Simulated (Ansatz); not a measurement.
Cu₃Au (Cu3Au type, Pm-3m) at seven volumes, PBEsol (plane waves, PAW; program Ansatz), scaled uniformly. One row is withheld.

| V (Å³/atom) | P (GPa) |
|---|---|
| 11.646 | 20.61 |
| 12.030 | 12.43 |
| 12.414 | ? |
| 12.798 | -0.01 |
| 13.182 | -4.68 |
| 13.566 | -8.54 |
| 13.949 | -11.72 |

Task: Fit the shown pressures and predict the withheld one.

Result: Third-order Birch–Murnaghan: P = (3/2)B₀(x^(7/2) − x^(5/2))[1 + (3/4)(B′ − 4)(x − 1)] with x = (V₀/V)^(2/3). Least squares on the six rows gives V₀ = 12.797 Å³/atom, B₀ = 170.6 GPa, B′ = 5.26. At V = 12.414, x = 1.0205 and P = 5.62 GPa. The run itself gave 5.63 GPa.

The PBEsol relaxation kept the symmetry of its start. The run is not spin-polarised. Scalar-relativistic: spin–orbit coupling is off unless named, which matters more the heavier the elements.

Potentials: the earlier of the program's two PAW sets. The files were generated under PBE; for other functionals the program regenerates the frozen cores, and for LDA and PBEsol the local potential too.
